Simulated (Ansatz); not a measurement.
A geometry of In away from equilibrium: step 6 of the relaxation of a relaxed In cell, doubled along one cell vector, shaken by Gaussian noise of σ = 0.08 Å a coordinate. These are r2SCAN (plane waves to 500 eV, PAW, scalar-relativistic; Ansatz, a first-principles code) values and carry that method's errors. Γ-centred k-mesh 8×4×11 on the run's cell (coarser than for final values), Fermi–Dirac smearing 0.05 eV. The plane waves were selected for a different cell earlier on the path.

```
In
1.0
    4.88093     0.03215    -0.00702
   -4.82526     8.68081     0.01369
   -0.00432     0.00237     3.06755
In
4
Cartesian
 -0.03268   2.92409  -0.80388
 -2.50508   7.29787   0.55528
  2.39331   1.57514   0.62756
 -0.02514   5.78810  -0.53197
```

Question: Give the Cartesian forces on all atoms (eV/Å).

Answer: 
```json
[
 {"atom": "In1", "Fx": "-0.05", "Fy": "-0.23", "Fz": "-0.10"},
 {"atom": "In2", "Fx": "0.09", "Fy": "-0.09", "Fz": "0.10"},
 {"atom": "In3", "Fx": "0.04", "Fy": "-0.03", "Fz": "0.10"},
 {"atom": "In4", "Fx": "-0.08", "Fy": "0.35", "Fz": "-0.10"}
]
```

The path ends in Immm (No. 71). No spin polarisation in the result.

The end of the path is a generated cell of In: the first start was made by placing the elements on the sites of a structure type, and the end was not matched to a known phase here, so it may be hypothetical. Known forms of In include space group No. 139.
